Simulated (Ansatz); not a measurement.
## O-17 NMR of the central transition in MgPH16NO10

Cell: a Materials Project structure (computed, not necessarily an observed phase), taken as it stands.

```cif
data_MgPH16NO10
_symmetry_space_group_name_H-M 'Pmn2_1'
_symmetry_Int_Tables_number 31
_cell_length_a 7.0560
_cell_length_b 6.0936
_cell_length_c 11.2870
_cell_angle_alpha 90.000
_cell_angle_beta 90.000
_cell_angle_gamma 90.000
loop_
_atom_site_label
_atom_site_type_symbol
_atom_site_symmetry_multiplicity
_atom_site_Wyckoff_symbol
_atom_site_fract_x
_atom_site_fract_y
_atom_site_fract_z
Mg Mg 2 a 0.5000 0.3753 0.8717
H3 H 2 a 0.5000 0.7150 0.6964
H5 H 2 a 0.5000 0.8241 0.8262
H7 H 4 b 0.3834 0.0045 0.9991
H11 H 4 b 0.3027 0.2027 0.6779
H15 H 4 b 0.1837 0.1699 0.7986
H19 H 4 b 0.2541 0.6406 0.0000
H23 H 4 b 0.1790 0.3947 0.0112
H27 H 2 a 0.5000 0.2183 0.2840
H29 H 2 a 0.5000 0.3368 0.1436
H31 H 4 b 0.3808 0.4606 0.2516
P P 2 a 0.5000 0.9886 0.5003
N N 2 a 0.5000 0.3660 0.2339
O39 O 2 a 0.5000 0.9763 0.3621
O41 O 2 a 0.5000 0.7511 0.5517
O43 O 4 b 0.3187 0.1104 0.5440
O47 O 2 a 0.5000 0.6830 0.7842
O49 O 2 a 0.5000 0.0659 0.9598
O51 O 4 b 0.2842 0.2624 0.7606
O55 O 4 b 0.2938 0.4844 0.9888
```

One atom of each set is listed.

All values are calculated (Ansatz; DFT, PBE, plane waves and PAW, scalar-relativistic, 420 eV cutoff, Γ-centred 3×4×2 k-points, Fermi–Dirac smearing 0.02 eV), not measured.

O-17 has I = 5/2 and Q = -25.58 mb (Pyykkö 2018); at 35.2 T its Larmor frequency is ν₀ = 203.3 MHz. Only the quadrupole interaction is simulated: positions count from each site's isotropic chemical shift, and J coupling is left out, as are shift anisotropy and dipolar coupling, which fast spinning averages.

Question: Give C_Q, η, the quadrupolar product P_Q = |C_Q|(1 + η²/3)^½, the second-order isotropic shift and the breadth of the pattern (fast magic-angle spinning) for each O site.

Answer: 

| site | first shell | C_Q (MHz) | η | P_Q (MHz) | δ_QIS (ppm) | breadth (kHz) |
| --- | --- | --- | --- | --- | --- | --- |
| O39 | 1 P at 1.56 Å; also 3 H at 1.72–1.73 Å | -5.25 | 0.02 | 5.25 | -4.01 | 1.75 |
| O41 | 1 P at 1.56 Å; also 3 H at 1.61–1.65 Å | -5.16 | 0.01 | 5.16 | -3.86 | 1.69 |
| O43 | 1 P at 1.56 Å; also 3 H at 1.62–1.68 Å | -5.36 | 0.16 | 5.39 | -4.21 | 1.92 |
| O47 | 2 H at 0.98–1.01 Å, 1 Mg at 2.12 Å | 8.74 | 0.75 | 9.52 | -13.2 | 6.12 |
| O49 | 2 H at 1.01 Å, 1 Mg at 2.13 Å | 7.08 | 0.85 | 7.88 | -9.03 | 4.13 |
| O51 | 2 H at 1.00–1.01 Å, 1 Mg at 2.09 Å; also 1 H at 2.05 Å | 7.23 | 0.79 | 7.95 | -9.18 | 4.24 |
| O55 | 2 H at 1.00–1.01 Å, 1 Mg at 2.08 Å | 7.63 | 0.71 | 8.24 | -9.87 | 4.60 |

δ_QIS = −(ν_Q²/30ν₀²)[I(I+1) − 3/4](1 + η²/3) × 10⁶ ppm with ν_Q = 3|C_Q|/[2I(2I−1)]; it falls as 1/B₀² in ppm, and the breadth as 1/B₀ in kHz.

At O39, O41 and O43 V_zz points along its bond to P (within 1°) in each case. At O47 and O55 V_zz stands upright on the plane through its three neighbours (within 11°) in each case.

The largest force is 0.3 eV/Å, so the atoms aren't at the calculated equilibrium and relaxing them would move these values.
